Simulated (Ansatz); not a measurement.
TlLaO2 as one 8-atom ordering (I4_1/amd) on the rocksalt lattice (no longer in that coordination), relaxed with r2SCAN. The symmetry is I4_1/amd (No. 141, tetragonal); conventional cell a = 5.085 Å, c = 11.754 Å, 18.99 Å³ an atom. Tl is surrounded by 4 O at 2.60 Å; O is surrounded by 3 La at 2.38–2.60 Å and 2 Tl at 2.60 Å; La is surrounded by 6 O at 2.38–2.60 Å.

```cif
data_structure
_symmetry_space_group_name_H-M 'I4_1/amd:1'
_symmetry_Int_Tables_number 141
_cell_length_a 5.0847
_cell_length_b 5.0847
_cell_length_c 11.7535
_cell_angle_alpha 90.000
_cell_angle_beta 90.000
_cell_angle_gamma 90.000
_cell_volume 303.88
loop_
_atom_site_label
_atom_site_type_symbol
_atom_site_symmetry_multiplicity
_atom_site_Wyckoff_symbol
_atom_site_fract_x
_atom_site_fract_y
_atom_site_fract_z
_atom_site_occupancy
Tl1 Tl 4 a 0.00000 0.50000 0.25000 1
O1 O 8 e 0.50000 0.00000 0.45265 1
La1 La 4 b 0.50000 0.00000 0.25000 1
```

The questions ask for values computed with Ansatz on this geometry. Non-magnetic throughout. Whether this structure exists isn't addressed.

Question: What gap does r2SCAN give, and where are the band edges?

Answer: With r2SCAN the valence top lies at k = (0.049, 0.049, 0.411) and the conduction bottom at Γ, 1.08 eV higher; the smallest vertical gap, at P–N (0.10 of the way from P), is 1.46 eV.

Question: What does PBE+SOC give for the gap (8×8×8 mesh)?

Answer: With PBE+SOC the valence top lies at k = (0.049, 0.049, 0.411) and the conduction bottom at Γ, 0.81 eV higher; the smallest vertical gap, at P–N (0.10 of the way from P), is 1.04 eV. The gap differs by -0.27 eV from r2SCAN's.

Question: How does the gap change from r2SCAN to HSE06 (4×4×4)?

Answer: With HSE06 the valence top lies at k = (0.049, 0.049, 0.411) and the conduction bottom at Γ, 1.52 eV higher; the smallest vertical gap, at P–N (0.10 of the way from P), is 1.84 eV. The gap differs by +0.44 eV from r2SCAN's.

Question: Estimate the gap with PBE0 on 4×4×4.

Answer: PBE0 gives an indirect gap of 2.17 eV, from k = (0.049, 0.049, 0.411) to Γ; the least direct gap is 2.46 eV at P–N (0.10 of the way from P). The gap differs by +1.09 eV from r2SCAN's.

Only the levels marked +SOC include spin-orbit coupling.

Where an edge lies off the special points, it is a point of the mesh or the k point where a search put PBE's edge or least direct gap, reused for the other functionals, whose own edges may lie a little apart.

Coordinates of k points refer to the reciprocal vectors of the primitive cell of the runs.

PBE's own run along the path (0.90 eV) came before the search for the edges and missed one, so it isn't listed.
